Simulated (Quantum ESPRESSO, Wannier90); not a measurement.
**YN (rock salt): Wannier90 run**

```yaml
crystal:
  lattice:
    - [0.00000, 2.44836, 2.44836]
    - [2.44836, 0.00000, 2.44836]
    - [2.44836, 2.44836, 0.00000]
  atoms:
    - { symbol: Y, position: [0.00000, 0.00000, 0.00000] }
    - { symbol: N, position: [0.50000, 0.50000, 0.50000] }
```

Materials Project entry mp-2114; symmetrised, unrelaxed at this level. COD (Crystallography Open Database) has an entry of this formula and space group (matched by these alone). Method: PBEsol plane waves in Quantum ESPRESSO 7.5 (PseudoDojo norm-conserving files, 68 Ry, spinors with spin-orbit coupling), Bloch states on a 8×8×8 mesh through Γ, Wannier90 4.0.1. Density: 12×12×12 mesh, Gaussian smearing 0.01 Ry. The gap is small at this level and was sampled on the meshes and a path alone.

Valence charges of the files: Y 11, N 5. 44 bands were computed.

Isolated groups of bands, relative to the valence-band maximum (bands from 17 on overlap up to the last one computed):

| bands | from (eV) | to (eV) | filling | weight on atomic waves |
|---|---|---|---|---|
| 1–2 | -40.70 | -40.54 | filled | Y 4s 94 % |
| 3–4 | -21.95 | -21.39 | filled | Y 4p 95 % |
| 5–8 | -20.63 | -19.91 | filled | Y 4p 96 % |
| 9–10 | -12.84 | -11.07 | filled | N 2s 72 %, Y 4d 15 %, Y 5s 7 % |
| 11–16 | -4.13 | 0.00 | filled | N 2p 68 %, Y 4d 25 % |

Wanted is a model with the orbitals Y d, N p, without the filled groups that are mainly made of other shells (semicore states, and anion s where it isn't named); all higher bands stay in for disentanglement.

Q: Give num_wann, exclude_bands and num_bands, and the number of electrons that the model holds.

A: Electrons: 1×11 + 1×5 = 16, which fill 16 bands.
num_wann = 2 × (1×5 + 1×3) = 16.
exclude_bands = 1-10, 10 bands, so num_bands = 44 − 10 = 34.
The model holds 16 − 1×10 = 6 electrons. With the window frozen to 1.61 eV it follows pw.x to 21 meV rms (states up to 1.1 eV relative to the valence-band maximum).
